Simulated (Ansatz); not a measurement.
**ZrTi: energy along a strain**

ZrTi, P-6m2, a = 3.109 Å, c = 4.920 Å (as given, not relaxed at this level: -4.4 GPa). The structure is a Materials Project entry; whether it is the stable form wasn't checked. Ansatz: PBEsol, PAW, 420 eV, Γ-centred 18×18×10 mesh on 2 atoms, Gaussian smearing 0.15 eV; no spin polarisation. Cell vectors (Å): 3.109 0.000 0.000; -1.554 2.692 0.000; 0.000 0.000 4.920. The cell is strained by x per cent times the pattern (0 0 1 0 0 0) in the order xx yy zz yz xz xy (engineering shears), with fractional coordinates held. y is the free energy over the start, V0 = 20.594 Å³/atom.

| x (%) | y (meV/atom) |
| --- | --- |
| -2.00 | ? |
| -1.50 | -6.27 |
| -1.00 | -4.71 |
| 0.00 | 0.00 |
| 0.50 | 3.12 |
| 1.00 | 6.72 |
| 1.50 | 10.80 |
| 2.00 | 15.34 |

**Question.** Fit y = c1 x + c2 x² + c3 x³ to the other rows, get the stiffness along the pattern, and predict the missing energy.

**Answer.** Least squares on the rows shown. y = 5.7349 x + 1.0067 x² − 0.019687 x³. The clamped-ion stiffness p·C·p = 2 × 10.07 eV × 160.2 / 20.594 Å³ = 157 GPa, which is C33 in these axes (second derivative at the start, which stands under stress). At x = -2.00 the fit asked for gives -7.29 meV/atom. The run gave -7.29 meV/atom, the same to the digits shown.